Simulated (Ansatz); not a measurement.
K$_{2}$Sn$_{2}$O$_{3}$:
```cif
data_K6O9Sn6
_chemical_formula_sum 'K6 Sn6 O9'
_space_group_name_H-M_alt 'R-3m :H'
_space_group_IT_number 166
_space_group_name_Hall '-R 3 2"'
_cell_length_a 6.01172
_cell_length_b 6.01172
_cell_length_c 14.26131
_cell_angle_alpha 90.000
_cell_angle_beta 90.000
_cell_angle_gamma 120.000
loop_
_atom_site_label
_atom_site_type_symbol
_atom_site_symmetry_multiplicity
_atom_site_Wyckoff_symbol
_atom_site_fract_x
_atom_site_fract_y
_atom_site_fract_z
_atom_site_occupancy
K1 K 3 b 0.00000 0.00000 0.50000 1
K2 K 3 a 0.00000 0.00000 0.00000 1
Sn1 Sn 6 c 0.00000 0.00000 0.24162 1
O1 O 9 d 0.50000 0.50000 0.50000 1
```
(The calculation used a cell of 7 atoms; values per cell refer to that cell.)

Relaxed with r²SCAN. DFT-r²SCAN in the program Ansatz with PAW potentials gives a gap of 1.35 eV.

### Question
What gap does HSE06 give on the same cell (Ansatz, PAW)?

### Answer
1.73 eV, 0.38 eV more. The hybrid was solved on a coarser mesh and at special points; the gap given is the minimum over both.

```csv
k,v1 r²SCAN,c1 r²SCAN,v1 HSE06,c1 HSE06
Γ,0.00,1.35,0.00,1.73
T,-1.25,2.91,-1.43,3.22
L,-1.86,2.85,[?],[?]
F,-1.17,2.22,[?],[?]
S0,-1.70,1.93,[?],[?]
H0,-1.55,2.02,[?],[?]
```

### Question
Top valence (v1) and lowest conduction level (c1) in eV from each method's valence maximum (which need not be a listed point): supply the withheld HSE06 values.

### Answer

- S0, v1 HSE06: -1.86
- S0, c1 HSE06: 2.27
- F, v1 HSE06: -1.29
- F, c1 HSE06: 2.58
- L, v1 HSE06: -2.08
- L, c1 HSE06: 3.26
- H0, v1 HSE06: -1.72
- H0, c1 HSE06: 2.37

Cost on shared cores: the r²SCAN run (SCF on a 6×6×6 mesh, then bands and DOS) roughly 90 core-seconds, the HSE06 run (SCF on 4×4×4, then a few points) very roughly 4 core-minutes; the tasks are unlike.

The first step of the workflow began from a Materials Project structure, measured or hypothetical; the Crystallography Open Database files this formula in space group No. 166, but the cells were not matched. Whether it is the stable phase at ambient conditions was not checked. The cell was relaxed with r²SCAN under the symmetry of its start; its stability against distortions is not shown here. Scalar-relativistic: spin–orbit coupling is off unless named, which matters more the heavier the elements.

Potentials: the earlier of the program's two PAW sets. The files were generated under PBE; for other functionals the program regenerates the frozen cores, and for LDA and PBEsol the local potential too.
